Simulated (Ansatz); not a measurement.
MgCu6S6, one structure, two calculations

Cell: a Materials Project structure (computed, not necessarily an observed phase).

```
CELL_PARAMETERS angstrom
3.25278 -1.87893 0.00000
3.25278 1.87893 0.00000
-0.15356 0.00000 18.02227
ATOMIC_POSITIONS crystal
Mg 0.33707 0.33707 0.49146
Cu 0.66937 0.66937 0.35511
Cu 0.33228 0.33228 0.90066
Cu 0.33109 0.33109 0.64148
Cu 0.66780 0.66780 0.09703
Cu 0.33349 0.33349 0.24117
Cu 0.66661 0.66661 0.75255
S 0.00492 0.00492 0.40589
S 0.99951 0.99951 0.94039
S 0.99635 0.99635 0.59101
S 0.00056 0.00056 0.05742
S 0.33359 0.33359 0.77229
S 0.66665 0.66665 0.22575
```

Sites (sets of like atoms) are named by element and the number of their first atom in this list.

First run. Method: Kohn–Sham DFT in Ansatz, PBE, plane waves and PAW, scalar-relativistic, 420 eV cutoff, Γ-centred 9×9×2 k-points, Fermi–Dirac smearing 0.05 eV.

```csv
site,atom,V_zz (10²¹ V/m²),η
Mg,1,-0.72,0.15
Cu2,2,-0.075,0.77
Cu3,3,-0.34,0.13
Cu4,4,0.58,0.03
Cu5,5,-0.20,0.21
Cu6,6,3.51,0.01
Cu7,7,3.24,0.01
S8,8,-5.44,0.02
S9,9,19.51,0.00
S10,10,-6.34,0.00
S11,11,19.44,0.00
S12,12,0.84,0.00
S13,13,1.05,0.01
```

Second run. The same atoms and settings, except that the functional is r2SCAN, the cutoff is 500 eV and the mesh is 10×10×2.

Task: Given the first result, estimate the second.

Result: 

```tsv
site	atom	V_zz	η	change of V_zz
Mg	1	-0.71	0.16	+0.01
Cu2	2	-0.22	0.80	–
Cu3	3	-0.61	0.08	-0.27
Cu4	4	0.39	0.07	-0.19
Cu5	5	-0.44	0.09	-0.24
Cu6	6	4.60	0.01	+1.09
Cu7	7	4.33	0.01	+1.09
S8	8	-5.35	0.02	+0.09
S9	9	20.0	0.00	+0.51
S10	10	-6.31	0.00	+0.03
S11	11	20.0	0.00	+0.58
S12	12	0.42	0.02	-0.42
S13	13	0.60	0.00	-0.45
```

The largest change of V_zz along a kept axis is on Cu6, from 3.51 to 4.60. In per cent, |V_zz| changes by +31 to +34 on Cu, -2 to +3 on S (all sites that start above 2). On Cu2 the largest principal value lies along another axis in the second run, so the two V_zz can't be compared directly.
